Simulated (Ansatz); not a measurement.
SrO:
```
SrO
1.0
    0.00000     2.57992     2.57992
    2.57992     0.00000     2.57992
    2.57992     2.57992     0.00000
Sr O
1 1
Direct
  0.00000   0.00000   0.00000
  0.50000   0.50000   0.50000
```

Relaxed with r²SCAN.

Problem. Give the Bader charges and basin volumes of the independent atoms, r²SCAN in the plane-wave PAW code Ansatz.

Solution. 

```
atom  Bader charge (e)  Bader volume (Å³)
----  ----------------  -----------------
Sr1              +1.53               17.0
O2               -1.53               17.3
```

Space group Fm-3m (rock salt). The cell was relaxed with r²SCAN under the symmetry of its start.

Potentials: the later of the program's two PAW sets.
